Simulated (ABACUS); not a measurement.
Consider a self-consistent single point of WC (P-6m2, 2 atoms in the cell; from Materials Project mp-1894, changed as shown).

```
CELL_PARAMETERS angstrom
      2.92628     0.00000     0.00000
     -1.46314     2.53423     0.00000
      0.00000     0.00000     2.84887
ATOMIC_POSITIONS crystal
  W  0.00000 0.00000 0.00000
  C  0.66667 0.33333 0.50000
```

Computed with PBE, numerical atomic orbitals TZDP (confined pseudo-atomic orbitals with Gaussian additions; energy shift 0.01 Ry), PseudoDojo 0.5 standard norm-conserving PBE (tails mended) pseudopotentials (ABACUS 3.10.1).

ABACUS settings:

- basis: TZDP numerical atomic orbitals, energy shift 0.01 Ry
- KPT: Gamma 14 14 12 0 0 0
- basis_type: lcao
- ecutwfc: 100 Ry
- smearing_method: mv
- smearing_sigma: 0.0199916 Ry
- potentials: PseudoDojo 0.5 standard norm-conserving PBE (tails mended)
- symmetry: 1
- symmetry_prec: 1e-05
- ks_solver: scalapack_gvx
- scf_nmax: 100
- scf_thr: 1.0e-07
- mixing_type: pulay

Results:

| Property | Result |
|---|---|
| Number of valence electrons | 18 |
| Number of bands | 19 |
| Number of k-points after the program's reduction | 168 |
| Size of the basis | 61 |
| Number of SCF iterations | 9 |
| Free energy E − TS | -2228.0562 eV |
| Fermi level (on the code's own zero) | 20.12 eV |
| Pressure | 1.50 GPa |

Stress (GPa, positive for compression):
```
1.18  0.00  0.00
0.00  1.18  0.00
0.00  0.00  2.14
```

For comparison: a first run was changed to give this one (volume scaled by 1.01), and from it to this one the free energy goes down by 2.2 meV/atom and the pressure goes from 5.44 to 1.50 GPa.

The atom-centred basis is finite, which shifts total energies and pressures against plane waves. The structure comes from a collection of computed structures, made at another level of theory; the collection holds predicted forms beside known ones.

Cost on one core: about 17 core-seconds (a rough figure).

The atomic orbitals were generated for these runs; they are not ABACUS's published sets and were checked against plane waves on a few crystals only.

“Tails mended”: in these copies of the files the far tail of each local potential was reset to the Coulomb form.
